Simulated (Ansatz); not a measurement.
CoP$_{2}$:
```cif
data_Co4P8
_chemical_formula_sum 'Co4 P8'
_space_group_name_H-M_alt 'P21/c'
_space_group_IT_number 14
_space_group_name_Hall '-P 2ybc'
_cell_length_a 5.51938
_cell_length_b 5.52318
_cell_length_c 5.58601
_cell_angle_alpha 90.000
_cell_angle_beta 114.338
_cell_angle_gamma 90.000
loop_
_atom_site_label
_atom_site_type_symbol
_atom_site_symmetry_multiplicity
_atom_site_Wyckoff_symbol
_atom_site_fract_x
_atom_site_fract_y
_atom_site_fract_z
_atom_site_occupancy
Co1 Co 4 e 0.27207 0.00181 0.28774 1
P1 P 4 e 0.84242 0.12623 0.13269 1
P2 P 4 e 0.33948 0.37201 0.18135 1
```

Relaxed with r²SCAN. 

Question: HSE06 on this cell (Ansatz, a quantum-chemistry and plane-wave program, PAW) gives a gap of 0.77 eV. What does r²SCAN give?

Answer: 0.56 eV.

Cost on shared cores: the r²SCAN run (SCF on a 6×5×6 mesh, then bands and DOS) roughly 10 core-minutes, the HSE06 run (SCF on 3×3×3, then a few points) roughly 10 core-minutes; the tasks are unlike.

Space group P2_1/c. The first step of the workflow began from a Materials Project structure, measured or hypothetical; the Crystallography Open Database copy checked does not list it. Whether it is the stable phase at ambient conditions was not checked. The r²SCAN relaxation kept the symmetry of its start; whether a distortion lowers the energy is not shown. The run is not spin-polarised.

Potentials: the later of the program's two PAW sets.

Ansatz is a plane-wave DFT program.
